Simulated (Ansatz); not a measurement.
TiC (rock salt)

```yaml
crystal:
  lattice:
    - [0.00000, 4.33303, 4.33303]
    - [2.16652, 0.00000, 2.16652]
    - [2.16652, 2.16652, 0.00000]
  atoms:
    - { symbol: C, position: [0.00000, 0.00000, 0.00000] }
    - { symbol: C, position: [0.50000, 0.00000, 0.00000] }
    - { symbol: Ti, position: [0.25000, 0.50000, 0.50000] }
    - { symbol: Ti, position: [0.75000, 0.50000, 0.50000] }
```

Scan: atom 3 (Ti, nearest neighbour C at 2.167 Å; its periodic images, 3.1 Å or more away, move with it) is displaced along Cartesian [110], direction (0.707, 0.707, 0.000) in Cartesian axes, by s. The other atoms stay.

Computed with PBE (plane waves to 420 eV, PAW, scalar-relativistic; Ansatz, a quantum-chemistry and plane-wave program). k mesh 15×15×15 (Γ-centred), Fermi-Dirac smearing 0.05 eV. The energy includes the smearing's −TS. With partly filled bands, energies and forces of such displacements shift with the k mesh and the smearing. TiC is run without spin polarisation. TiC was relaxed with its symmetry unable to fall. The zero of ΔE is the undisplaced structure. The last digit holds for this mesh only.

```json
[
 {"s (Å)": "-0.220", "ΔE (meV/cell)": "withheld"},
 {"s (Å)": "-0.176", "ΔE (meV/cell)": "161.9"},
 {"s (Å)": "-0.132", "ΔE (meV/cell)": "90.7"},
 {"s (Å)": "-0.088", "ΔE (meV/cell)": "40.2"},
 {"s (Å)": "-0.044", "ΔE (meV/cell)": "10.1"},
 {"s (Å)": "0.000", "ΔE (meV/cell)": "0.0"},
 {"s (Å)": "0.044", "ΔE (meV/cell)": "10.1"},
 {"s (Å)": "0.088", "ΔE (meV/cell)": "40.2"},
 {"s (Å)": "0.132", "ΔE (meV/cell)": "90.7"},
 {"s (Å)": "0.176", "ΔE (meV/cell)": "161.9"},
 {"s (Å)": "0.220", "ΔE (meV/cell)": "withheld"}
]
```

Q: Fit an even polynomial form (powers 2, 4) to the given rows and predict ΔE at s = -0.220.

A: Least squares on the 9 given rows: ΔE = (5180)·s² + (1500)·s⁴, in meV/cell with s in Å; root-mean-square residual 0.03 meV/cell. At -0.220 the fit gives 254.2 meV/cell; the calculation gives 254.7 meV/cell, so the extrapolation is off by -0.5 (-0.2 %). The quadratic term alone would give 250.7 meV/cell.

(For displaced atoms, the force is minus the slope of the energy, and its curvature is a force constant, which sets phonon frequencies.)
